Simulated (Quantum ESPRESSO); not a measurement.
## AlCu2In2Ti2W in 6 site orders

All numbers below are calculated, not measured. They come from Quantum ESPRESSO 7.5, a public plane-wave density functional program. Each row is one single-point run on a made-up periodic cell of eight metal atoms, with elements, volume, strain and displacements drawn at random and not relaxed, so a cell may be unstable or far from any real phase. There is no spin polarisation or spin-orbit coupling.

Settings: PBE unless stated; PseudoDojo standard norm-conserving files; Fermi-Dirac width 0.25 eV, which means electrons at about 2900 K; cutoff 1252 eV; 5 x 5 x 4 k mesh shifted half a step off Gamma. E is the free energy of the whole cell (internal energy minus TS), so a -TS column is already part of it. Stress is positive in tension, and the pressure P is minus a third of its trace.

Checks: one run of this series was repeated at a higher cutoff and on a denser mesh, which moved values by no more than 0.002 eV, 0.03 GPa and 0.005 eV/Å, and a second program with other atomic files agreed on it to 2 % rms in force and 0.5 GPa in pressure. Known limits: the copper pseudopotential is less sure than most, with forces differing by about three percent and pressure by about two GPa from a second method on plain copper; heavy elements are run without spin-orbit coupling, which real alloys of them have; a spin test at this wide smearing found no moment, but such smearing suppresses magnetism that the real alloy may have.

The lattice is face-centred cubic, and the cell vectors in Å are (2.023, 4.046, 2.023); (2.023, -4.046, 2.023); (2.023, 0.000, -6.069), a volume of 132.50 Å³. The runs put one composition on the same eight displaced sites in different orders. E is counted from run 1, and the rms force is over all 24 components. Nothing is relaxed, so E mixes bonding between neighbours with strain on unrelaxed sites, and it is not an ordering energy.

```
run,elements on sites 1 to 8,E (eV),-TS (eV),rms force (eV/Å),largest force (eV/Å),P (GPa)
1,Cu Ti Al W In In Cu Ti,0.000,-1.225,0.787,2.05,3.53
2,Ti Cu In Cu In Al W Ti,0.620,-1.366,0.863,2.67,5.20
3,Al In Ti Ti In Cu Cu W,0.587,-1.393,0.726,2.23,?
4,Ti W Cu Cu In In Ti Al,0.276,-1.403,0.590,1.48,4.63
5,In Cu W Cu Al Ti Ti In,0.918,-1.323,1.038,2.82,6.31
6,In Cu W Ti Ti Al Cu In,0.867,-1.431,1.089,3.12,5.29
```

## Worked fit

A straight line through the runs shown gives P = 3.69 + 2.43 E GPa with E in eV, an error of 0.52 on the slope and a scatter of 0.41 GPa. At this fixed volume the orders of higher energy tend to have the higher pressure.

## Withheld value

Question: what pressure should run 3 give?

The fit gives 5.12 ± 0.45 GPa. The calculation gave 5.79 GPa.
